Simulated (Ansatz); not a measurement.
# Lattice vibrations of YPd3 at Γ at 6 GPa

Method: DFT LDA, scalar-relativistic, plane waves, PAW in Ansatz 0.2.0. Settings: 420 eV plane-wave cutoff, Γ-centred 10×10×10 mesh, Fermi-Dirac smearing of 0.15 eV. No spin polarisation. Phonons by linear response, acoustic sum rule imposed.

The cell, relaxed at 6 GPa:
```
CELL_PARAMETERS angstrom
3.97106 0.00000 0.00000
0.00000 3.97106 0.00000
0.00000 0.00000 3.97106
ATOMIC_POSITIONS crystal
Y 0.00000 0.00000 0.00000
Pd 0.00000 0.50000 0.50000
Pd 0.50000 0.00000 0.50000
Pd 0.50000 0.50000 0.00000
```

In a metal, frequencies and elastic constants depend on the k mesh and the smearing, soft modes and shear constants most. Other phases may be more stable at this pressure.

Optical modes at Γ; i marks an imaginary frequency:
```
frequency (THz) degeneracy
           4.34           3
           4.60           3
           6.46           3
```

All 9 optical modes at Γ are real: no displacement of atoms at fixed cell lowers the energy to second order. Strains and modes at other wave vectors aren't tested by this run.

Cost: 1 run of about 4.2 core-minutes, on Intel Xeon Platinum 8259CL (Skylake/Cascade Lake) (shared hosts).